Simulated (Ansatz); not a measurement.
Os, DFT, PBEsol, all-electron LAPW, scalar-relativistic (Ansatz 0.2.0), run on 1 thread of Intel(R) Xeon(R) 6975P-C (Granite Rapids) on a shared host.

The cell is a database entry far from equilibrium at this level of theory, probably a faulty or high-pressure entry; it serves as a test geometry alone. The listed cell was then made from it by scaling, straining or moving an atom.

Command: `ansatz run input.yaml --threads 1 --pin off --max-ram 3072MiB --backend cpu --events-out ev --progress --plain --runs-dir out`

```yaml
crystal:
  lattice:
    - [0.0, 1.9061, 1.945]
    - [1.9061, 0.0, 1.945]
    - [1.9061, 1.9061, 0.0]
  atoms:
    - { symbol: Os, position: [0.0, 0.0, 0.0] }
kpoints:
  mp_grid: { grid: [14, 14, 14] }
  band_path:
    path:
      - [0.0, 0.0, 0.0]
      - [0.0, 0.5, 0.5]
      - [0.25, 0.75, 0.5]
      - [0.0, 0.5, 0.0]
      - [0.0, 0.0, 0.0]
      - [0.5, 0.5, 0.0]
      - [0.37005, 0.62995, 0.0]
      - [-0.37005, 0.37005, 0.0]
      - [0.0, 0.0, 0.0]
    npoints: 5
scf:
  occupations: { method: fermi_dirac, width: 0.03 }
hamiltonian:
  xc: pbesol
  pseudopotentials: { kind: all_electron, lapw: { basis_error: 0.00025 } }
output:
  forces: true
  stress: true
  eigenvalues: true
```

(1) How large is the problem that the program sets up?

(2) About how long does it take, and how much memory does it use?

## Answers

(1) 244 irreducible k-points, 181 plane waves at Γ, 28 bands.

(2) 23 s of wall time for 8 SCF iterations, with a peak of 0.62 GiB. Times on shared machines scatter by tens of per cent.
